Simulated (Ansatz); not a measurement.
MgS2O7:
```
CELL_PARAMETERS angstrom
      0.67376     0.55923    -8.19311
      1.92481    -6.70856     0.00000
     -4.91108     0.00000     0.00000
ATOMIC_POSITIONS crystal
  Mg 0.00000 0.50000 0.00000
  Mg 0.50000 0.00000 0.50000
  S  0.23353 0.35658 0.49564
  S  0.76647 0.64342 0.50436
  S  0.31128 0.75011 0.86867
  S  0.68872 0.24989 0.13133
  O  0.18489 0.44193 0.26757
  O  0.81511 0.55807 0.73243
  O  0.10250 0.32079 0.65812
  O  0.89750 0.67921 0.34188
  O  0.33481 0.19160 0.41076
  O  0.66519 0.80840 0.58924
  O  0.36218 0.52378 0.71673
  O  0.63782 0.47622 0.28327
  O  0.43725 0.81002 0.10273
  O  0.56275 0.18998 0.89727
  O  0.32027 0.85887 0.65876
  O  0.67973 0.14113 0.34124
  O  0.14725 0.72919 0.94676
  O  0.85275 0.27081 0.05324
```

Relaxed with r²SCAN.

### Question
Which orbitals make up the states near the band edges in the program Ansatz at the r²SCAN level (PAW)?

### Answer
Top 1 eV of the valence band: O 2p 99 %. Bottom 1 eV of the conduction band: O 2p 27 %, S 3s 22 %, S 3p 19 %, O 2s 13 %, Mg 3s 9 %, outside the projected shells 9 %. Projections are on Löwdin-orthogonalised atomic valence shells; empty p or d shells of many metals are not among them.

### Question
Tabulate the density of states.

### Answer
States/eV per cell of 20 atoms, in 0.25 eV bins, energy from the valence-band maximum.

```
E (eV)  total   O 2p  S 3p  O 2s
------  -----  -----  ----  ----
-7.85    0.00   0.00  0.00  0.00
-7.60    6.37   3.79  1.05  1.07
-7.35    8.70   5.12  1.37  1.73
-7.10    0.93   0.54  0.15  0.20
-6.85    2.52   1.59  0.38  0.37
-6.60   12.21   7.83  1.84  1.90
-6.35   11.05   7.06  1.78  1.93
-6.10   11.31   7.47  1.67  1.90
-5.85   15.56  10.51  2.21  2.52
-5.60   11.35   7.54  1.67  1.92
-5.35    1.08   0.74  0.16  0.13
-5.10   12.75   8.91  1.86  1.58
-4.85    2.18   1.54  0.30  0.27
-4.60    0.00   0.00  0.00  0.00
-4.35    0.00   0.00  0.00  0.00
-4.10    0.00   0.00  0.00  0.00
-3.85    1.62   1.49  0.04  0.02
-3.60   13.18  12.30  0.22  0.13
-3.35   10.90  10.03  0.32  0.12
-3.10   12.05  11.13  0.32  0.13
-2.85   12.50  11.61  0.29  0.09
-2.60   18.17  16.97  0.39  0.09
-2.35   19.02  17.78  0.38  0.10
-2.10   21.04  19.61  0.57  0.07
-1.85    3.50   3.24  0.13  0.01
-1.60    4.38   4.18  0.05  0.02
-1.35   19.43  18.59  0.18  0.11
-1.10   24.19  23.25  0.17  0.20
-0.85    0.00   0.00  0.00  0.00
-0.60   19.17  18.91  0.03  0.06
-0.35   12.98  12.82  0.01  0.04
-0.10   15.85  15.70  0.01  0.02
0.15     0.00   0.00  0.00  0.00
0.40     0.00   0.00  0.00  0.00
0.65     0.00   0.00  0.00  0.00
0.90     0.00   0.00  0.00  0.00
1.15     0.00   0.00  0.00  0.00
1.40     0.00   0.00  0.00  0.00
1.65     0.00   0.00  0.00  0.00
1.90     0.00   0.00  0.00  0.00
2.15     0.00   0.00  0.00  0.00
2.40     0.00   0.00  0.00  0.00
2.65     0.00   0.00  0.00  0.00
2.90     0.00   0.00  0.00  0.00
3.15     0.00   0.00  0.00  0.00
3.40     0.00   0.00  0.00  0.00
3.65     0.00   0.00  0.00  0.00
3.90     0.00   0.00  0.00  0.00
4.15     0.00   0.00  0.00  0.00
4.40     0.00   0.00  0.00  0.00
4.65     0.00   0.00  0.00  0.00
4.90     0.00   0.00  0.00  0.00
5.15     0.00   0.00  0.00  0.00
5.40     0.00   0.00  0.00  0.00
5.65     0.00   0.00  0.00  0.00
5.90     0.00   0.00  0.00  0.00
6.15     0.00   0.00  0.00  0.00
6.40     0.00   0.00  0.00  0.00
6.65     0.09   0.01  0.00  0.02
6.90     0.57   0.09  0.02  0.11
7.15     1.23   0.25  0.08  0.20
7.40     3.21   0.86  0.54  0.43
7.65     9.91   3.09  2.72  1.14
7.90     1.01   0.33  0.32  0.11
8.15     3.35   0.75  1.03  0.34
8.40     3.30   0.66  0.71  0.32
8.65     6.25   1.49  1.43  0.49
8.90    14.05   4.24  4.79  0.64
9.15    11.79   3.57  3.44  0.54
9.40     8.12   2.43  1.83  0.48
9.65     8.52   2.28  2.59  0.53
9.90    10.66   2.67  4.10  0.65
10.15   13.26   3.20  5.35  0.88
10.40    1.10   0.24  0.32  0.06
10.65    6.55   1.13  1.19  0.31
10.90    6.63   1.07  1.40  0.32
11.15    8.90   1.38  1.88  0.41
11.40    8.49   1.36  2.04  0.40
```

Space group P-1. The first step of the workflow began from a Materials Project structure, measured or hypothetical; the Crystallography Open Database copy checked does not list it. Entries of such low symmetry are often ordered models of mixed-site phases. Its standing as an ambient phase is unchecked. The r²SCAN relaxation kept the symmetry of its start; its stability against distortions is not shown here.

Potentials: the later of the program's two PAW sets.
